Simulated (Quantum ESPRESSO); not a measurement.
## Rh4Be2RuCu (input and log of a self-consistent run)

Computed values, not a measurement. The program is pw.x of Quantum ESPRESSO 7.5 (plane-wave density functional theory). The cell is made up: eight metal atoms on a face-centred cubic lattice, with elements, volume, strain and displacements drawn at random and not relaxed, so it may be unstable or far from any real phase. PseudoDojo standard norm-conserving files set the functional (PBE unless stated); there is no spin polarisation or spin-orbit coupling, the Fermi-Dirac width of 0.25 eV means electrons at about 2900 K, and the masses in the input are unused placeholders. The beryllium pseudopotential is less sure than most, with forces differing by about two percent and pressure by one to two GPa from a second method on plain beryllium. The copper pseudopotential is less sure than most, with forces differing by about three percent and pressure by about two GPa from a second method on plain copper. A spin test at this wide smearing found no moment, but such smearing suppresses magnetism that the real alloy may have.

Input:

```
&control calculation='scf', pseudo_dir='./dojo.nc.sr.pbe.v0_5.standard.upf', outdir='./o', disk_io='minimal', tprnfor=.true., tstress=.true. /
&system ibrav=0, nat=8, ntyp=4, nbnd=70, ecutwfc=92.02030273, nosym=.true., tot_charge=0,
 occupations='smearing', smearing='fd', degauss=0.0183746611
/
&electrons conv_thr=1.470e-08, electron_maxstep=70, mixing_beta=0.5 /
ATOMIC_SPECIES
Be 1.0 Be.upf
Cu 1.0 Cu.upf
Rh 1.0 Rh.upf
Ru 1.0 Ru.upf
CELL_PARAMETERS angstrom
0.0149 3.7641 -0.0045
-3.783 -0.0106 -3.7616
-3.8189 -0.0194 3.7976
ATOMIC_POSITIONS angstrom
Rh -0.0531 0.0643 0.1057
Be -1.9083 -0.1638 1.7971
Rh -1.96 -0.0815 -1.9169
Ru -3.8314 0.0643 0.0301
Be -1.9313 1.8636 0.0029
Cu -3.8352 1.8499 1.811
Rh -3.8926 1.7613 -2.0071
Rh -5.6546 1.8343 0.2307
K_POINTS automatic
6 5 4 1 1 1
```

The log is shortened where brackets say so; the opening notice, blank lines, dates and the lines on written files are dropped, and the path of the files is cut. It prints rydbergs, bohrs and kilobars, and counts compression as positive stress. Its total energy is the free energy E - TS of the whole cell.

```
     Program PWSCF v.7.5
     Parallel version (MPI & OpenMP), running on       4 processor cores
     Number of MPI processes:                 4
     Threads/MPI process:                     1
     [start-up lines left out]
     bravais-lattice index     =            0
     lattice parameter (alat)  =       7.1132  a.u.
     unit-cell volume          =     729.8080 (a.u.)^3
     number of atoms/cell      =            8
     number of atomic types    =            4
     number of electrons       =       111.00
     number of Kohn-Sham states=           70
     kinetic-energy cutoff     =      92.0203  Ry
     charge density cutoff     =     368.0812  Ry
     scf convergence threshold =      1.5E-08
     mixing beta               =       0.5000
     number of iterations used =            8  plain     mixing
     Exchange-correlation= PBE
                           (   1   4   3   4   0   0   0)
     [axes and pseudopotential details left out]
   Cartesian axes
     site n.     atom                  positions (alat units)
         1        Rh     tau(   1) = (  -0.0141068   0.0170823   0.0280808  )
         2        Be     tau(   2) = (  -0.5069694  -0.0435160   0.4774274  )
         3        Rh     tau(   3) = (  -0.5207043  -0.0216517  -0.5092542  )
         4        Ru     tau(   4) = (  -1.0178707   0.0170823   0.0079965  )
         5        Be     tau(   5) = (  -0.5130798   0.4950942   0.0007704  )
         6        Cu     tau(   6) = (  -1.0188803   0.4914546   0.4811202  )
         7        Rh     tau(   7) = (  -1.0341295   0.4679166  -0.5332172  )
         8        Rh     tau(   8) = (  -1.5022320   0.4873102   0.0612890  )
     number of k points=    60  Fermi-Dirac smearing, width (Ry)=  0.0184
                       cart. coord. in units 2pi/alat
        k(    1) = (  -0.1116840   0.0837905   0.0120160), wk =   0.0333333
        k(    2) = (  -0.2348890   0.0844263   0.1359200), wk =   0.0333333
     [further k points left out]
     Dense  grid:    87021 G-vectors     FFT dimensions: (  45,  64,  64)
     Estimated max dynamical RAM per process >     316.98 MB
     Estimated total dynamical RAM >       1.18 GB
     Initial potential from superposition of free atoms
     starting charge     110.9960, renormalised to     111.0000
     Starting wfcs are   64 randomized atomic wfcs +    6 random wfcs
     total cpu time spent up to now is        4.0 secs
     per-process dynamical memory:   251.5 Mb
     Self-consistent Calculation
     iteration #  1     ecut=    92.02 Ry     beta= 0.50
     Davidson diagonalization with overlap
     ethr =  1.00E-02,  avg # of iterations =  3.5
     total cpu time spent up to now is       15.0 secs
     total energy              =   -1572.95891002 Ry
     estimated scf accuracy    <       4.18734793 Ry
     iteration #  2     ecut=    92.02 Ry     beta= 0.50
     Davidson diagonalization with overlap
     ethr =  3.77E-03,  avg # of iterations =  3.0
     total cpu time spent up to now is       25.6 secs
     total energy              =   -1573.95751694 Ry
     estimated scf accuracy    <      14.88629948 Ry
     iteration #  3     ecut=    92.02 Ry     beta= 0.50
     Davidson diagonalization with overlap
     ethr =  3.77E-03,  avg # of iterations =  2.0
     total cpu time spent up to now is       35.4 secs
     total energy              =   -1575.05668575 Ry
     estimated scf accuracy    <       8.90956394 Ry
     iteration #  4     ecut=    92.02 Ry     beta= 0.50
     Davidson diagonalization with overlap
     ethr =  3.77E-03,  avg # of iterations =  1.1
     total cpu time spent up to now is       43.3 secs
     total energy              =   -1575.38304354 Ry
     estimated scf accuracy    <       2.83066754 Ry
     iteration #  5     ecut=    92.02 Ry     beta= 0.50
     Davidson diagonalization with overlap
     ethr =  2.55E-03,  avg # of iterations =  1.0
     total cpu time spent up to now is       50.9 secs
     total energy              =   -1575.45503963 Ry
     estimated scf accuracy    <       1.05796291 Ry
     [iterations 6 to 13 left out]
     iteration # 14     ecut=    92.02 Ry     beta= 0.50
     Davidson diagonalization with overlap
     ethr =  1.20E-08,  avg # of iterations =  1.0
     total cpu time spent up to now is      129.5 secs
     total energy              =   -1575.48773199 Ry
     estimated scf accuracy    <       0.00000038 Ry
     iteration # 15     ecut=    92.02 Ry     beta= 0.50
     Davidson diagonalization with overlap
     ethr =  3.39E-10,  avg # of iterations =  2.1
     total cpu time spent up to now is      139.2 secs
     total energy              =   -1575.48773199 Ry
     estimated scf accuracy    <       0.00000106 Ry
     iteration # 16     ecut=    92.02 Ry     beta= 0.50
     Davidson diagonalization with overlap
     ethr =  3.39E-10,  avg # of iterations =  1.1
     total cpu time spent up to now is      147.0 secs
     total energy              =   -1575.48773205 Ry
     estimated scf accuracy    <       0.00000012 Ry
     iteration # 17     ecut=    92.02 Ry     beta= 0.50
     Davidson diagonalization with overlap
     ethr =  1.10E-10,  avg # of iterations =  1.9
     total cpu time spent up to now is      155.6 secs
     total energy              =   -1575.48773205 Ry
     estimated scf accuracy    <       0.00000022 Ry
     iteration # 18     ecut=    92.02 Ry     beta= 0.50
     Davidson diagonalization with overlap
     ethr =  1.10E-10,  avg # of iterations =  1.0
     total cpu time spent up to now is      163.3 secs
     End of self-consistent calculation
     [lines on levels left out]
!    total energy              =   -1575.48773207 Ry
     estimated scf accuracy    <          2.3E-09 Ry
     smearing contrib. (-TS)   =      -0.12469157 Ry
     internal energy E=F+TS    =   -1575.36304049 Ry
     The total energy is F=E-TS. E is the sum of the following terms:
     one-electron contribution =    -686.82489574 Ry
     hartree contribution      =     396.74708597 Ry
     xc contribution           =    -241.62797420 Ry
     ewald contribution        =   -1043.65725653 Ry
     convergence has been achieved in  18 iterations
     Forces acting on atoms (cartesian axes, Ry/au):
     atom    1 type  3   force =    -0.04724580   -0.06493527   -0.10265068
     atom    2 type  1   force =    -0.00291609    0.00770714    0.00566005
     atom    3 type  3   force =     0.01653182    0.01154093    0.08644512
     atom    4 type  4   force =     0.02652545   -0.03403863   -0.01230046
     atom    5 type  1   force =     0.00208355   -0.00013270   -0.00400628
     atom    6 type  2   force =     0.05231769    0.00777424    0.05302045
     atom    7 type  3   force =    -0.03192404    0.06765044    0.09142619
     atom    8 type  3   force =    -0.01537258    0.00443385   -0.11759438
     Total force =     0.246265     Total SCF correction =     0.000241
     Computing stress (Cartesian axis) and pressure
          total   stress  (Ry/bohr**3)                   (kbar)     P=      -24.27
  -0.00051392  -0.00010528   0.00003844          -75.60      -15.49        5.65
  -0.00010528   0.00001225   0.00036721          -15.49        1.80       54.02
   0.00003844   0.00036721   0.00000681            5.65       54.02        1.00
     init_run     :      3.66s CPU      3.84s WALL (       1 calls)
     electrons    :    155.02s CPU    159.32s WALL (       1 calls)
     forces       :      1.35s CPU      1.36s WALL (       1 calls)
     stress       :      4.51s CPU      4.51s WALL (       1 calls)
     [timing details left out]
     PWSCF        :   2m44.68s CPU   2m49.19s WALL
     JOB DONE.
```

In other units: free energy -21435.603 eV for the cell, pressure -2.43 GPa, largest force component 3.023 eV/Å in size. The run took 171 s of wall time with four MPI processes on a shared machine (Intel Xeon, 2023 or later, virtual cores), so the time is rough. A rerun of this cell at a higher cutoff and on a denser mesh moved values by no more than 0.003 eV in energy, 0.09 GPa in stress and 0.007 eV/Å in force, and a second program with other atomic files agreed on that cell to 2 % rms in force and 0.5 GPa in pressure.